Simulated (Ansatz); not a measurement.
Starting cell, BiPt (NiAs type):

```xyz
4
Lattice="4.3779 0.0000 0.0000 -2.1889 3.7914 0.0000 0.0000 0.0000 5.5440" Properties=species:S:1:pos:R:3 pbc="T T T"
Bi     0.0000     2.5276     1.3860
Bi     2.1889     1.2638     4.1580
Pt     0.0000     0.0000     2.7720
Pt     0.0000     0.0000     0.0000
```

Scan: atom 1 (Bi, nearest neighbour Pt at 2.883 Å; its periodic images, 4.4 Å or more away, move with it) is displaced towards the nearest neighbour, direction (-0.759, 0.438, -0.481) in Cartesian axes, by s. The other atoms stay.

Calculation: r2SCAN (plane waves to 500 eV, PAW, scalar-relativistic; Ansatz, a first-principles code). k mesh 10×10×7 (Γ-centred), Fermi-Dirac smearing 0.05 eV. The energy includes the smearing's −TS. With partly filled bands, energies and forces of such displacements shift with the k mesh and the smearing. F∥ is the force on the atom along that direction. BiPt is run without spin polarisation. BiPt was relaxed with its symmetry unable to fall. Spin-orbit coupling is left out, though Bi and Pt are heavy. The zero of ΔE is the undisplaced structure.

```json
[
 {"s (Å)": "-0.580", "ΔE (meV/cell)": "894", "F∥ (eV/Å)": "3.113"},
 {"s (Å)": "-0.464", "ΔE (meV/cell)": "572", "F∥ (eV/Å)": "2.452"},
 {"s (Å)": "-0.348", "ΔE (meV/cell)": "323", "F∥ (eV/Å)": "1.838"},
 {"s (Å)": "-0.232", "ΔE (meV/cell)": "…", "F∥ (eV/Å)": "1.233"},
 {"s (Å)": "-0.116", "ΔE (meV/cell)": "37", "F∥ (eV/Å)": "0.630"},
 {"s (Å)": "0.000", "ΔE (meV/cell)": "0", "F∥ (eV/Å)": "0.000"},
 {"s (Å)": "0.116", "ΔE (meV/cell)": "41", "F∥ (eV/Å)": "-0.737"},
 {"s (Å)": "0.232", "ΔE (meV/cell)": "180", "F∥ (eV/Å)": "-1.697"},
 {"s (Å)": "0.348", "ΔE (meV/cell)": "…", "F∥ (eV/Å)": "…"},
 {"s (Å)": "0.464", "ΔE (meV/cell)": "915", "F∥ (eV/Å)": "-5.099"},
 {"s (Å)": "0.580", "ΔE (meV/cell)": "1676", "F∥ (eV/Å)": "-8.270"}
]
```

Problem. What belongs in the gaps?

Solution. 
- -0.232, ΔE (meV/cell): 145
- 0.348, ΔE (meV/cell): 450
- 0.348, F∥ (eV/Å): -3.055

(For displaced atoms, the force is minus the slope of the energy, and its curvature is a force constant, which sets phonon frequencies.)
